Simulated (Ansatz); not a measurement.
Sc (hcp, Mg type), conventional cell a = b = 3.3311 Å, c = 5.1943 Å, α = β = 90.00°, γ = 120.00°. The calculation uses the primitive cell of 2 atoms, to which meshes and values per cell refer.

The volume is varied about the relaxed value V₀ at fixed cell shape. Symmetry pins the atoms to their sites.

These are r2SCAN (plane waves to 500 eV, PAW, scalar-relativistic; Ansatz, a program for electronic structure) values and carry that method's errors. k mesh 16×16×9 (Γ-centred), Fermi-Dirac smearing 0.05 eV. Energies are smeared free energies. With the shape held, the modulus is that of even scaling; a crystal free to change shape is softer. Sc is run without spin polarisation. Sc was relaxed with its symmetry unable to fall. The PAW data are Ansatz's earlier set. ΔE is measured from the relaxed starting cell. The last digit holds for this mesh only.

| V (Å³/atom) | ΔE (meV/atom) |
|---|---|
| 23.460 | 16.8 |
| 23.760 | 10.6 |
| 24.059 | 5.8 |
| 24.359 | 2.5 |
| 24.658 | 0.6 |
| 24.958 | 0.0 |
| 25.257 | 0.6 |
| 25.557 | 2.4 |
| 25.856 | 5.3 |
| 26.156 | 9.3 |
| 26.455 | 14.2 |

### Question
What is the fitted pressure derivative B₀′?

### Answer
3.3.

### Question
What bulk modulus at fixed cell shape B₀ follows from a third-order Birch-Murnaghan fit?

### Answer
55.1 GPa.

(Under strain, the slope of the energy per volume gives the stress and its curvature an elastic modulus.)
